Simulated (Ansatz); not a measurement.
A generator proposed this cell of Mg2B3.

```
CELL_PARAMETERS angstrom
1.51233 0.87314 6.96870
-1.51233 0.87314 6.96870
0.00000 -1.74628 6.96870
ATOMIC_POSITIONS crystal
Mg 0.40080 0.40080 0.40080
Mg 0.59920 0.59920 0.59920
B 0.00000 0.00000 0.00000
B 0.21170 0.21170 0.21170
B 0.78830 0.78830 0.78830
```

Level of theory: DFT PBE, scalar-relativistic, plane waves, PAW (Ansatz 0.2.0). Cutoff 420 eV; k points 6×6×6 on the computed 5-atom cell (Γ-centred); Gaussian smearing, width 0.10 eV; no spin polarisation.

The zero of energy is the elements' standard structures at the same level; no fitted shifts are applied.

Q: What does a single point on this coarse mesh give?

A: The pressure is 30.1 GPa (the mean over three directions, positive in compression), the largest force is 5.77 eV/Å, and the energy is +2.00 eV/atom against the elements. The shortest distance is 2.08 Å.

Q: How much does it gain on relaxing, and where does it end?

A: Relaxing gains about 1.7 eV/atom (the start's value is from the coarse mesh, so the gain is rough) in 16 ionic steps and ends at +0.33 eV/atom on the finer mesh. The symmetry stays R-3m (No. 166). The volume per atom grows by 3.0 %, from 11.0 to 11.4 Å³. The shortest distance goes from 2.08 Å (Mg–B) to 1.76 Å (B–B). Conventional cell: a = 3.053 Å, c = 21.135 Å. Mg has 9 B at 2.46–2.53 Å; B on a site of symmetry -3m is surrounded by 6 Mg at 2.46 Å; around B on a site of symmetry 3m lie 3 B at 1.76 Å and 6 Mg at 2.51–2.53 Å.

The last run used a 12×12×12 mesh for its 5-atom cell and Gaussian smearing of 0.10 eV. The cell is a metal run without spin; a magnetic state may lie lower. The relaxation can't lower the symmetry of the start. Symmetry constrained the relaxation, so the result can be a saddle point. Another cell of Mg2B3 relaxed alike, in P4_2/mcm, lies 115 meV/atom lower, so this cell isn't the stable form at this level.
